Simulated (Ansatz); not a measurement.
**Mg (P6_3/mmc): the size of the finite step**

```
Mg
1.0
     3.18164    0.00000    0.00000
    -1.59082    2.75538    0.00000
     0.00000    0.00000    5.13949
Mg
2
Direct
  0.33333 0.66667 0.25000
  0.66667 0.33333 0.75000
```

Conventional cell: a = 3.182 Å, b = 3.182 Å, c = 5.139 Å, α = 90.00°, β = 90.00°, γ = 120.00°. Mg (atom 1) has 12 Mg at 3.16 to 3.18 Å as nearest neighbours.

Unless marked otherwise, the numbers come from PBEsol, PAW on Ansatz 0.2.0's default frozen-core files (fitted under PBE), scalar-relativistic. k mesh 16×16×8, strains of ±0.003, Fermi-Dirac smearing of 0.100 eV, cutoff 420 eV. The cell was relaxed by PAW under this functional.

Problem. Elastic constants come from stresses at strains of ±0.003 (and twice that, four-point stencil): C11 = 57.5, C12 = 31.8, C13 = 23.3, C33 = 64.1, C44 = 17.7 GPa. What does an amplitude of 0.04 give?

Solution. C11 = 58.3, C12 = 31.1, C13 = 23.2, C33 = 63.6, C44 = 18.1 GPa. A large step picks up anharmonic terms.

Caveats: frozen-core PAW files fitted under PBE, their cores solved anew for the functional of the run; responses of metals move with mesh and smearing; elastic stability says nothing of phonons or of other phases.
